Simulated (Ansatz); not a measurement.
# La2MgNiO6, first-principles data

La₂MgNiO₆:
```cif
data_La6Mg3Ni3O18
_chemical_formula_sum 'La6 Mg3 Ni3 O18'
_space_group_name_H-M_alt 'R-3 :H'
_space_group_IT_number 148
_space_group_name_Hall '-R 3'
_cell_length_a 5.47384
_cell_length_b 5.47384
_cell_length_c 13.17665
_cell_angle_alpha 90.000
_cell_angle_beta 90.000
_cell_angle_gamma 120.000
loop_
_atom_site_label
_atom_site_type_symbol
_atom_site_symmetry_multiplicity
_atom_site_Wyckoff_symbol
_atom_site_fract_x
_atom_site_fract_y
_atom_site_fract_z
_atom_site_occupancy
La1 La 6 c 0.00000 0.00000 0.24926 1
Mg1 Mg 3 b 0.00000 0.00000 0.50000 1
Ni1 Ni 3 a 0.00000 0.00000 0.00000 1
O1 O 18 f 0.20949 0.31812 0.08079 1
```
(The calculation used a cell of 10 atoms; values per cell refer to that cell.)

Space group R-3 (No. 148); conventional cell a = 5.474 Å, b = 5.474 Å, c = 13.177 Å, α = 90.00°, β = 90.00°, γ = 120.00°.

Method: r²SCAN in the plane-wave PAW code Ansatz. Geometry: relaxed at this level of theory. Other levels are named where they apply.

### Cell and energy

- Volume per atom: 11.40 Å³
- Density: 6.66 g/cm³
- Formation energy from the elements (no fitted shifts): -2.80 eV/atom

### Electronic structure

- Band gap = 1.66 eV (indirect)
- Valence-band maximum = at Γ
- Conduction-band minimum = at F (3 equivalent valleys)
- Smallest direct gap on the standard path = 1.75 eV
- Electron effective mass = 1.1, 1.3, 1.5 mₑ (principal values)
- Electron effective mass with spin–orbit coupling = 1.1, 1.3, 1.5 mₑ (principal values)
- Hole effective mass = 1.0, 4.3, 4.3 mₑ (principal values)
- Hole effective mass with spin–orbit coupling = 1.0, 3.7, 3.7 mₑ (principal values)
- HSE06 gap on the r²SCAN cell = 2.68 eV
- Gap with spin–orbit coupling = 1.64 eV

### Mechanics

* **Bulk modulus (Birch–Murnaghan fit)**: 167 GPa
* **Pressure derivative B′**: 4.5

### Charges

Bader charges: La +2.15, Mg +1.75, Ni +1.57, O -1.27 e

The workflow started from a Materials Project entry (that database holds measured and hypothetical structures alike); the Crystallography Open Database copy checked does not list it. With Mg and Ni taken as one species the cell has the higher symmetry R-3c, so it may be an ordered model of a mixed-site phase. Whether it is the stable phase at ambient conditions was not checked. Symmetry was held in the r²SCAN relaxation; whether a distortion lowers the energy is not shown. No spin polarisation was allowed. No Hubbard U is applied. The references are the lowest solids computed at this level, not always the standard phases (solids in place of the gases). Scalar-relativistic: spin–orbit coupling is off unless named, which matters more the heavier the elements.

Potentials: the later of the program's two PAW sets.
